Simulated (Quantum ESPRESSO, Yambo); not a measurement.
**AlSb: DFT and GW levels**

```
AlSb
1.0
    0.00000     3.07752     3.07752
    3.07752     0.00000     3.07752
    3.07752     3.07752     0.00000
Al Sb
1 1
Direct
  0.00000   0.00000   0.00000
  0.25000   0.25000   0.25000
```

Cell and atoms were relaxed with PBEsol from Materials Project entry mp-2624, within its symmetry.

Starting point: norm-conserving PBE (stringent potentials; Quantum ESPRESSO, 100 Ry, scalar-relativistic). G0W0 in Yambo: 4×4×4 Γ-centred k mesh, bands 5 to 256 and a 15 Ry block in the screening, 256 bands in G with the Bruneval-Gonze terminator, plasmon pole fitted at 27.2 eV.

```json
{
 "PBE gap along the band path": "1.22 eV",
 "PBE gap between the mesh's edge points (Γ → X)": "1.24 eV",
 "G0W0 gap between the same points": "1.73 eV",
 "PBE smallest direct gap on the mesh (at Γ)": "1.54 eV",
 "G0W0 direct gap at that point": "2.32 eV"
}
```

```
k point  band  E PBE (eV)  E QP (eV)  shift (eV)     Z
-------  ----  ----------  ---------  ----------  ----
Γ          VB        0.00      -0.71       -0.71  0.79
Γ          CB        1.54       1.61        0.07  0.79
L          VB       -0.90      -1.67       -0.77  0.78
L          CB        1.33       1.25       -0.08  0.79
X          VB       -2.18      -3.02       -0.84  0.77
X          CB        1.24       1.02       -0.22  0.80
W          VB       -2.71      -3.54       -0.83  0.77
W          CB        3.97       3.80       -0.17  0.79
```

Energies count from the PBE valence-band maximum.

Nearest settings tried, and what they do to the gap: 134 bands in G: +2 meV; 134 bands in W, 134 bands in G: -46 meV; 9 Ry block (181 vectors against 411): -37 meV. Not varied: mesh. So the settings aren't converged at that level.

Spin-orbit coupling is left out, which matters for elements this heavy: edges can move by tenths of an eV.
